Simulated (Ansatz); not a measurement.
## Electric field gradients in TlSn

These are results of Ansatz, DFT LDA, scalar-relativistic, plane waves, PAW, not measurements. Settings: 420 eV plane-wave cutoff, Γ-centred 12×12×10 mesh, Fermi-Dirac smearing of 0.15 eV. No spin polarisation.

Equilibrium structure at this level:
```xyz
2
Lattice="3.2677 0.0000 0.0000 0.0000 3.2677 0.0000 0.0000 0.0000 4.9875" Properties=species:S:1:pos:R:3 pbc="T T T"
Tl    0.0000    0.0000    0.0000
Sn    1.6338    1.6338    2.4937
```

In a metal these results depend on the k mesh and the smearing. Spin–orbit coupling is left out, which matters for gradients at heavy nuclei.

Give V_zz (10²¹ V/m²) and the asymmetry η at each distinct site.

## Answers

```tsv
atom	V_zz	η
Tl (atom 1)	-1.38	0.00
Sn (atom 2)	4.18	0.00
```

Cost: 1 run of about 0.15 core-minutes, on Arm Neoverse V1 (shared hosts).